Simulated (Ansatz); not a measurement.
**Ansatz run, YbSn2Bi2**

input.yaml (Ansatz 0.2.0)

```yaml
crystal:
  lattice:
    - [2.46283, 4.265743, 0.0]
    - [-2.46283, 4.265743, 0.0]
    - [0.0, 0.0, 8.315714]
  atoms:
    - { symbol: Yb, position: [0.0, 0.0, 0.0] }
    - { symbol: Sn, position: [0.3333, 0.3334, 0.74154] }
    - { symbol: Sn, position: [0.6667, 0.6666, 0.25846] }
    - { symbol: Bi, position: [0.3333, 0.3334, 0.368] }
    - { symbol: Bi, position: [0.6667, 0.6666, 0.632] }
kpoints:
  mp_grid: { grid: [6, 6, 3], shift: [0, 0, 0] }
  band_path:
    path:
      - [0.0, 0.0, 0.0]
      - [0.49999992, 0.50000003, 0.0]
      - [0.33333328, 0.66666677, 0.0]
      - [0.0, 0.0, 0.0]
      - [0.0, 0.0, 0.5]
      - [0.49999992, 0.50000003, 0.5]
      - [0.33333328, 0.66666677, 0.5]
      - [0.0, 0.0, 0.5]
      - [0.49999992, 0.50000003, 0.5]
      - [0.49999992, 0.50000003, 0.0]
      - [0.33333328, 0.66666677, 0.5]
    npoints: 6
magnetization:
  spin_polarized: false
scf:
  occupations: { method: gaussian, width: 0.2191 }
  lower_state_search: "off"
  max_iter: 200
hamiltonian:
  pseudopotentials: { kind: paw }
  xc: r2scan
basis:
  ecutwfc: 500
  fft_grid_basis: typed
output:
  forces: true
  stress: true
  eigenvalues: true
  bader: true
  populations: true
  elf: true
  write_potential: true
  volumetric_format: npy
  dos:
    e_range: [-12, 8]
    de: 0.05
    projected: { site_lists: { Bi: [Bi], Sn: [Sn], Yb: [Yb] } }
checkpoint:
  read: saved_state
```

The run starts from an earlier solution of this cell. 

Parts of the output:

```
SCF iter   1: F=-50705.0204 eV  Δρ=2.35e-3  dr2=1.59e-2  dr2_τ=4.49e-4
SCF iter   2: F=-50704.8171 eV  Δρ=9.51e-3  dr2=1.56e-1  dr2_τ=1.38e-4  recentre
SCF iter   3: F=-50705.0206 eV  Δρ=2.26e-3  dr2=1.17e-2  dr2_τ=2.64e-5
SCF iter   4: F=-50705.0308 eV  Δρ=8.02e-4  dr2=2.31e-3  dr2_τ=4.84e-6
SCF iter   5: F=-50705.0308 eV  Δρ=6.08e-4  dr2=6.86e-4  dr2_τ=4.13e-6
SCF iter   6: F=-50705.0320 eV  Δρ=2.11e-4  dr2=7.14e-5  dr2_τ=8.45e-7
SCF iter   7: F=-50705.0320 eV  Δρ=2.63e-4  dr2=1.32e-4  dr2_τ=5.68e-8
SCF iter   8: F=-50705.0321 eV  Δρ=1.50e-4  dr2=4.61e-5  dr2_τ=1.49e-8
SCF iter   9: F=-50705.0322 eV  Δρ=7.10e-5  dr2=1.06e-5  dr2_τ=2.24e-9
SCF iter  10: F=-50705.0322 eV  Δρ=4.98e-6  dr2=4.59e-8  dr2_τ=9.92e-10
Free energy (F): -50705.0322 eV
Harris-Foulkes:  -50705.0322 eV  (|F-HF|=4.22e-8)
Internal energy: -50704.9660 eV  (E = F + TS)
E sigma→0 (E₀):  -50704.9991 eV
Entropy (-TS):   -0.0662 eV (-13.244 meV/atom)
Fermi energy:    9.6857 eV
--- Per-component energies (eV) ---
  E_band       = -517.7665
  E_kinetic    = 1326.3602
  E_local      = -12071.3056  (includes V_loc(G=0)·N_el)
  E_nonlocal   = 1612.7983
  E_hartree    = 5260.7109
  E_xc         = -1189.0252
  E_vxc        = -747.9163  (∫ρ·V_xc dr)
  E_paw        = -37065.4204  (= ΣΔE_a)
  E_vpaw       = -1208.5628  (= ΣTr[D̂ρ^β])
  E_aug_tail   = -0.0006  (compensation charges beyond the density's cutoff)
  E_vtau       = 49.4305  (kinetic-family band-sum trace: ∫τ·v_τ [+ j·A + Jᵃ·Aᵃ] dr)
  E_ewald      = -8583.1544
  E_core_change = 4.0709  (= ΣΔE_core)
  E_smearing   = -0.0662  (= −TS)
--- Forces (eV/Å), atoms counted from 1 ---
  atom   1  Yb     0.0000     0.0000     0.0000
  atom   2  Sn     0.0020    -0.0011     1.2973
  atom   3  Sn    -0.0020     0.0011    -1.2973
  atom   4  Bi     0.0022    -0.0013    -0.5390
  atom   5  Bi    -0.0022     0.0013     0.5390
--- Stress (GPa, compression-positive) ---
        1.8283       0.0055       0.0019
        0.0055       1.8346      -0.0011
        0.0019      -0.0011       0.5625
  P = ⅓ Tr σ = 1.4085 GPa (14.085 kbar)
--- Bader charges: 5 sites ---
  site symbol  charge [e]  shift [e]
     0     Yb      1.3077     0.0000
     1     Sn     -0.5234     0.0000
     2     Sn     -0.5234     0.0000
     3     Bi     -0.1305     0.0000
     4     Bi     -0.1305     0.0000
```

Absolute energies hang on the potentials; compare differences alone.

Origin: a known structure type with other elements, at an estimated volume, so it need not be a known compound. Caveats: no spin polarisation, so a magnetic state may lie lower; wide smearing; f levels without a U or exact exchange are poorly placed.
